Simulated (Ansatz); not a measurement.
Here is the system:

TePb₂S:
```yaml
crystal:
  lattice:
    - [4.44734, 0.00000, 0.00000]
    - [0.00000, 4.44734, 0.00000]
    - [0.00000, 0.00000, 6.29037]
  atoms:
    - { symbol: Te, position: [0.50000, 0.50000, 0.00000] }
    - { symbol: Pb, position: [0.00000, 0.00000, 0.00000] }
    - { symbol: Pb, position: [0.50000, 0.50000, 0.50000] }
    - { symbol: S, position: [0.00000, 0.00000, 0.50000] }
```

This is the r²SCAN-relaxed structure. Tensor components refer to the Cartesian frame of this cell.

Problem. All from r²SCAN (plane waves, PAW; program Ansatz), unless another level is named. Predict the Hill bulk and shear moduli.

Solution. 47.9 and 27.9 GPa.

Problem. Next, the elastic constants (relaxed ions, GPa)?

Solution. C11 = 84.4, C12 = 48.3, C13 = 11.0, C33 = 122, C44 = 16.1, C66 = 57.2.

Problem. And the highest zone-centre frequency (without LO–TO term)?

Solution. 85 cm⁻¹.

Space group P4/mmm. The workflow started from a Materials Project entry (that database holds measured and hypothetical structures alike); the Crystallography Open Database copy checked does not list it. With Te and S taken as one species the cell has the higher symmetry Fm-3m, so it may be an ordered model of a mixed-site phase. Whether it is the stable phase at ambient conditions was not checked. The cell was relaxed with r²SCAN under the symmetry of its start. At this level the phase is dynamically unstable (imaginary phonons). Scalar-relativistic: spin–orbit coupling is off unless named, which matters more the heavier the elements.

Potentials: the later of the program's two PAW sets.
